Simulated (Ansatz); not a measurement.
CdSe:
```
CELL_PARAMETERS angstrom
      4.30094     0.00000     0.00000
     -2.15047     3.72472     0.00000
      0.00000     0.00000    14.04362
ATOMIC_POSITIONS crystal
  Cd 0.00000 0.00000 0.00030
  Cd 0.00000 0.00000 0.50030
  Cd 0.66667 0.33333 0.75019
  Cd 0.33333 0.66667 0.25019
  Se 0.00000 0.00000 0.81271
  Se 0.00000 0.00000 0.31271
  Se 0.66667 0.33333 0.56243
  Se 0.33333 0.66667 0.06243
```

Relaxed with PBEsol. Special points in fractions of this cell's reciprocal vectors: Γ (0.000, 0.000, 0.000); M (0.500, 0.000, 0.000); K (0.333, 0.333, 0.000); A (0.000, 0.000, 0.500); L (0.500, 0.000, 0.500); H (0.333, 0.333, 0.500).

Question: List the band energies nearest the valence-band maximum at these points for plane-wave PAW PBEsol (Ansatz code).

Answer: In eV from the valence-band maximum; about four levels below and three above (degenerate sets whole), none deeper than 8.9 eV; points with the same levels are listed once.

| k | below | above |
|---|---|---|
| Γ | -0.40 -0.40 -0.03 0.00 0.00 | 0.51 2.16 2.20 |
| M | -1.36 -1.36 -1.35 -0.94 -0.76 | 2.44 2.74 3.31 |
| K | -1.91 -1.47 -1.47 -1.14 | 3.68 4.14 4.14 |
| A | -0.12 -0.12 -0.12 -0.12 | 1.57 1.57 2.26 2.26 |
| L | -1.28 -1.28 -0.95 -0.95 | 2.88 2.88 3.33 3.33 |
| H | -1.53 -1.53 -1.35 -1.35 | 3.84 3.84 4.23 4.23 |

Space group P6_3mc. A made-up cell: these elements were put on the sites of a structure type. Its sites differ from those of the usual phase in this space group: another stacking or structure type. The PBEsol relaxation kept the symmetry of its start; its stability against distortions is not shown here. Spin–orbit coupling is left out wherever it is not named.

Potentials: the later of the program's two PAW sets.
